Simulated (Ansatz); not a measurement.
NbSi2 in space group P6_222 (No. 180; Nb on 3d, Si on 6j) at seven volumes, plane-wave PAW PBE (Ansatz code), shape and atoms relaxed at each. One row is withheld.

```json
[
 {"V (Å³/atom)": "13.413", "P (GPa)": "20.05"},
 {"V (Å³/atom)": "13.855", "P (GPa)": "12.27"},
 {"V (Å³/atom)": "14.297", "P (GPa)": "?"},
 {"V (Å³/atom)": "14.739", "P (GPa)": "0.00"},
 {"V (Å³/atom)": "15.181", "P (GPa)": "-4.81"},
 {"V (Å³/atom)": "15.624", "P (GPa)": "-8.90"},
 {"V (Å³/atom)": "16.066", "P (GPa)": "-12.36"}
]
```

Question: Fit the shown pressures and predict the withheld one.

Answer: Third-order Birch–Murnaghan: P = (3/2)B₀(x^(7/2) − x^(5/2))[1 + (3/4)(B′ − 4)(x − 1)] with x = (V₀/V)^(2/3). Least squares on the six rows gives V₀ = 14.739 Å³/atom, B₀ = 173.1 GPa, B′ = 4.37. At V = 14.297, x = 1.0205 and P = 5.63 GPa. The run itself gave 5.64 GPa.

The PBE relaxation kept the symmetry of its start. The run is not spin-polarised.

Potentials: the later of the program's two PAW sets.
